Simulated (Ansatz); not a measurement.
CuO₂ in space group Cmcm (No. 63; Cu on 4c, O on 4c, O on 4c), LDA in the plane-wave PAW code Ansatz, all energies at zero smearing, with the estimated change up to a 700 eV cutoff added, with one set of potentials and settings (totals compare only within such a set). Cell of 6 atoms (2 Cu, 4 O): -15322.834 eV.

```json
[
 {"element": "Cu", "reference phase": "Fm-3m, 1 atoms in the cell", "E (eV/atom)": "-6555.7242"},
 {"element": "O", "reference phase": "C2/m, 4 atoms in the cell, spin-polarised", "E (eV/atom)": "-552.6518"}
]
```

Formation energy per atom, worked out: (-15322.834 − 2×(-6555.7242) − 4×(-552.6518))/6 = -0.130 eV/atom (-13 kJ per mol of atoms), at 0 K, without zero-point energy or fitted corrections.

The workflow started from a Materials Project entry (that database holds measured and hypothetical structures alike); the Crystallography Open Database copy checked does not list it. Its standing as an ambient phase is unchecked. The LDA relaxation kept the symmetry of its start. At this level the phase is dynamically unstable (imaginary phonons). No spin polarisation was allowed. No Hubbard U is applied. A crystal of weakly bound layers computed without a dispersion correction: the cell and the soft elastic constants depend strongly on that. The references are the lowest solids computed at this level, not always the standard phases (solids in place of the gases).

Potentials: the later of the program's two PAW sets.
